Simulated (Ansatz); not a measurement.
Sn₄Au in space group Ccce (No. 68; Sn on 16i, Au on 4a) at seven volumes, PBEsol (plane waves, PAW; program Ansatz), shape and atoms relaxed at each. One row is withheld.

```csv
V (Å³/atom),P (GPa)
22.643,7.69
23.389,4.64
24.135,2.10
24.882,0.00
25.628,-1.73
26.375,-3.15
27.121,?
```

**Question.** Fit the shown pressures and predict the withheld one.

**Answer.** Third-order Birch–Murnaghan: P = (3/2)B₀(x^(7/2) − x^(5/2))[1 + (3/4)(B′ − 4)(x − 1)] with x = (V₀/V)^(2/3). Least squares on the six rows gives V₀ = 24.884 Å³/atom, B₀ = 63.34 GPa, B′ = 5.35. At V = 27.121, x = 0.9442 and P = -4.33 GPa. The run itself gave -4.28 GPa.

The workflow started from a Materials Project entry (that database holds measured and hypothetical structures alike); the Crystallography Open Database copy checked does not list it. COD files the formula under space group No. 41. Its standing as an ambient phase is unchecked. The PBEsol relaxation kept the symmetry of its start; whether a distortion lowers the energy is not shown. Spin–orbit coupling is left out wherever it is not named.

Potentials: the earlier of the program's two PAW sets. The files were generated under PBE; for other functionals the program regenerates the frozen cores, and for LDA and PBEsol the local potential too.
